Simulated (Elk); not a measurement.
An Elk run on TiFe with settings drawn from a wide range, so not all are converged; totals and levels move with the basis, and no second program has checked them. Computed with DFT, LDA (Perdew-Zunger), all-electron APW+lo, Dirac cores, scalar-relativistic bands in Elk 11.2.3 with local patches. Elk's input is in atomic units.

Command: `OMP_NUM_THREADS=1 elk`

```
tasks
  0
  110
  115
  15
  195

xctype
  2

rgkmax
  6

gmaxvr
  18

lmaxapw
  7

lmaxo
  6

lmaxi
  4

nrmtscf
  1.5

nempty
  4

epspot
  1e-06

epsengy
  0.0001

maxscl
  60

swidth
  0.0005

stype
  0

lradstp
  4

mixtype
  1

hmaxvr
  6

reducebf
  0.5

spinpol
  .true.

tforce
  .false.

lorbcnd
  .true.

sppath
  './'

avec
  5.58608001803 0.00000000000 0.00000000000
  0.00000000000 5.58608001803 0.00000000000
  0.00000000000 0.00000000000 5.58608001803

atoms
  2
  'Ti.in'
  1
  0.500000000000 0.500000000000 0.500000000000   0.000 0.000 0.000
  'Fe.in'
  1
  0.000000000000 0.000000000000 0.000000000000   0.000 0.000 -0.500

ngridk
  6 6 6
```

Muffin-tin radii in the species files: Ti 1.79, Fe 1.79 bohr.

The geometry is COD entry 1522778, unchecked; take it as a test cell. The listed cell was then made from it by scaling, straining or moving an atom.

**Question.** What does the run give?

**Answer.** It refused before any iteration.
```
Error(init0): requested spin-polarised run with spin-unpolarised
 exchange-correlation functional
```
